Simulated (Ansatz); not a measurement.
The elements of this relaxed trial crystal are hidden behind letters.

```
lattice vectors (Å)
   6.4446    0.0000    0.0000
   0.0000    6.4446    0.0000
   0.0000    0.0000    4.5807
fractional positions
X 0.2457 0.2457 0.0000
X 0.2457 0.7543 0.0000
X 0.0000 0.5000 0.5000
X 0.7543 0.7543 0.0000
X 0.7543 0.2457 0.0000
X 0.5000 0.0000 0.5000
Z 0.5000 0.5000 0.5000
Q 0.0000 0.5000 0.0000
Q 0.5000 0.0000 0.0000
```

Theory: DFT PBE, scalar-relativistic, plane waves, PAW (Ansatz). Plane waves to 420 eV, a 6×6×8 mesh through Γ for the 9-atom cell and 0.10 eV Gaussian smearing; no spin polarisation.

- Space group: P4/mmm (No. 123)
- Conventional cell: a = 6.445 Å, c = 4.581 Å
- Volume per atom: 21.14 Å³
- Density: 6.81 g/cm³
- Energy over the elements: −0.14 eV/atom
- Gap on the 6×6×8 mesh of the 9-atom cell: 0 eV (a metal)

Energies are uncorrected and count from the elements' standard states at the same level.

Problem. X is a d-block element of period 5, Z is a p-block element of period 6 and Q is a p-block element of period 2. Which elements are they?

Solution. X = Zr, Z = Bi, Q = C, so the formula is Zr6BiC2. Density times volume gives a mean mass of 6.81 × 21.14/1.6605 = 86.7 u per atom, and this set has 86.7 u. Zr on a site of symmetry m2m has 2 C at 2.28 Å, 8 Zr at 3.17–3.28 Å and 2 Bi at 3.26 Å; Bi is surrounded by 12 Zr at 3.22–3.26 Å; around C lie 6 Zr at 2.28–2.29 Å; 1 more site not described. Other sets within the hints have nearly the same mass, so mass alone doesn't settle it; this one was computed.

These runs have no spin–orbit coupling, which can matter for Bi. A structure relaxed within its symmetry needn't be a true minimum.
